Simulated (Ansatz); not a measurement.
Pb:
```
Pb
1.0
    0.00000     2.48578     2.48578
    2.48578     0.00000     2.48578
    2.48578     2.48578     0.00000
Pb
1
Direct
  0.00000   0.00000   0.00000
```

Relaxed with r²SCAN+D4 (plane waves, PAW; program Ansatz). Indices refer to the conventional cell of Fm-3m, a = 4.972 Å, b = 4.972 Å, c = 4.972 Å, α = 90.00°, β = 90.00°, γ = 90.00°.

Simulate the powder diffraction pattern (neutron, λ = 1.5401 Å; lines above 1 %) up to 2θ = 90°.

Simulated powder pattern, neutron, λ = 1.5401 Å (kinematic, ideal powder, no thermal factors, coherent scattering alone; the 30 strongest lines at most, above 1 %, up to 2θ = 90°):

| 2θ (°) | d (Å) | I/Imax (%) | hkl |
|---|---|---|---|
| 31.12 | 2.870 | 100 | (111) |
| 36.09 | 2.486 | 57 | (200) |
| 51.97 | 1.758 | 60 | (220) |
| 61.82 | 1.499 | 92 | (311) |
| 64.90 | 1.435 | 29 | (222) |
| 76.57 | 1.243 | 17 | (400) |
| 84.93 | 1.141 | 62 | (331) |
| 87.69 | 1.112 | 60 | (420) |

The cell was relaxed with r²SCAN+D4 under the symmetry of its start. The pairwise dispersion correction was not fitted to metals. Spin–orbit coupling is left out wherever it is not named.

Potentials: the earlier of the program's two PAW sets.
